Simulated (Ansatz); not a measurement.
SiS₂:
```xyz
6
Lattice="-2.7711 4.8238 2.7614 2.7711 -4.8238 2.7614 2.7711 4.8238 -2.7614" Properties=species:S:1:pos:R:3 pbc="T T T"
S      1.6081     3.6909     2.7614
S      1.1630    -1.1329     2.7614
S      1.6081     5.9567     0.0000
S      1.1630     1.1329     0.0000
Si     0.0000     0.0000     4.1422
Si     0.0000     0.0000     1.3807
```

Relaxed with r²SCAN+D4.

Give the Bader charges and basin volumes of the independent atoms, plane-wave PAW r²SCAN+D4 (Ansatz code).



```
atom  Bader charge (e)  Bader volume (Å³)
----  ----------------  -----------------
S1               -1.36               34.1
Si5              +2.72                5.7
```

Space group Ibam. The r²SCAN+D4 relaxation kept the symmetry of its start.

Potentials: the later of the program's two PAW sets.
